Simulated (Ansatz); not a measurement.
HgTe (zinc blende, F-43m) at seven volumes, the program Ansatz at the r²SCAN level (PAW), scaled uniformly. One row is withheld.

```csv
V (Å³/atom),P (GPa)
32.301,4.81
33.365,2.90
34.430,1.32
35.495,0.00
36.560,?
37.625,-2.01
38.690,-2.77
```

Question: Fit the shown pressures and predict the withheld one.

Answer: P = (3/2)B₀(x^(7/2) − x^(5/2))[1 + (3/4)(B′ − 4)(x − 1)] with x = (V₀/V)^(2/3). Least squares on the six rows gives V₀ = 35.495 Å³/atom, B₀ = 40.0 GPa, B′ = 5.12. At V = 36.560, x = 0.9805 and P = -1.10 GPa. The run itself gave -1.10 GPa.

The cell was relaxed with r²SCAN under the symmetry of its start. Scalar-relativistic: spin–orbit coupling is off unless named, which matters more the heavier the elements.

Potentials: the later of the program's two PAW sets.
